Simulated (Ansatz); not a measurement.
All numbers below come from Ansatz 0.2.0, DFT PBE, scalar-relativistic, plane waves, PAW. Settings: cutoff 420 eV, Γ-centred meshes spaced at most about 0.3 Å⁻¹, and about 0.25 Å⁻¹ or finer for metals (2π included), Gaussian smearing. No spin polarisation in the final relaxations.

These are static total energies at zero pressure.

Two forms of MgH were relaxed alike.

1.

Space group P4/nmm:1 (No. 129). a = 2.987 Å, b = 2.987 Å, c = 5.410 Å, α = 90.00°, β = 90.00°, γ = 90.00°
```csv
atom,site,symmetry,x,y,z
Mg,2c,4mm,0.0000,0.5000,0.7573
H,2c,4mm,0.0000,0.5000,0.3762
```

2.

Space group P4/mmm (No. 123). a = 2.982 Å, b = 2.982 Å, c = 3.173 Å, α = 90.00°, β = 90.00°, γ = 90.00°
```csv
atom,site,symmetry,x,y,z
Mg,1c,4/mmm,0.5000,0.5000,0.0000
H,1a,4/mmm,0.0000,0.0000,0.0000
```

Problem. Which form is favoured at zero pressure, and by what margin per atom?

Solution. Cell 1 is lower, by 159 meV/atom. Cell 1 has space group P4/nmm (No. 129), 12.1 Å³/atom and no gap on its mesh; cell 2 has space group P4/mmm (No. 123), 14.1 Å³/atom and no gap. Counting H atoms around Mg (those within 1.25 times the shortest such distance or 1.15 times the sum of covalent radii), cell 1 has Mg 5 and cell 2 has Mg 4. The denser one is the lower, and pressure would at first widen the difference. Even the lower one lies +0.10 eV/atom against the reference forms of the elements (uncorrected), a margin that errors in the energy of the gaseous reference can exceed. In cell 1, around Mg lie 1 H at 2.06 Å and 4 H at 2.23 Å; around H lie 1 Mg at 2.06 Å, 4 Mg at 2.23 Å and 4 H at 2.50 Å. In cell 2, Mg has 4 H at 2.11 Å; H is surrounded by 4 Mg at 2.11 Å. Both come from invented guesses.

With hydrogen, zero-point motion can shift such differences by 10 meV/atom or more. A magnetic state wasn't ruled out in cells without spin, among them P4/mmm. Cells relaxed within their symmetry can be saddle points.
